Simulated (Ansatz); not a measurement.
Ga₃NO₃ in space group Ima2 (No. 46; Pearson symbol oI28), PBE (plane waves, PAW; program Ansatz). The conduction-band minimum lies at Γ, with 1 equivalent valley. Second derivatives d²E/dk² of the lowest band at one valley (eV·Å²), along Cartesian directions:

```
direction  d²E/dk²
---------  -------
[100]        40.56
[010]        40.67
[001]        41.32
[110]        40.61
[101]        40.95
[011]        40.99
```

Q: Find the principal effective masses, the density-of-states mass and the conductivity mass.

A: Off-diagonal terms follow from H_xy = H[110] − (H_xx + H_yy)/2, and m*/mₑ = 7.620 eV·Å² over each eigenvalue: 0.18, 0.19, 0.19. One valley's DOS mass (m₁m₂m₃)^(1/3) = 0.19, conductivity mass 3/(Σ 1/mᵢ) = 0.19 mₑ.

Q: What effective density of states Nc follows at 300 K for parabolic valleys?

A: Nc = 2.509e19 × 1 × (0.19)^(3/2) ≈ 2.1e18 cm⁻³.

The start of the workflow was typed in or built on a structure type; neither database checked (COD, Materials Project) lists it. Whether it is the stable phase at ambient conditions was not checked. The PBE relaxation kept the symmetry of its start; its stability against distortions is not shown here. Spin–orbit coupling is left out wherever it is not named.

Potentials: the earlier of the program's two PAW sets.

Edges and masses are those of Kohn–Sham bands, whose gap is no quasiparticle gap.
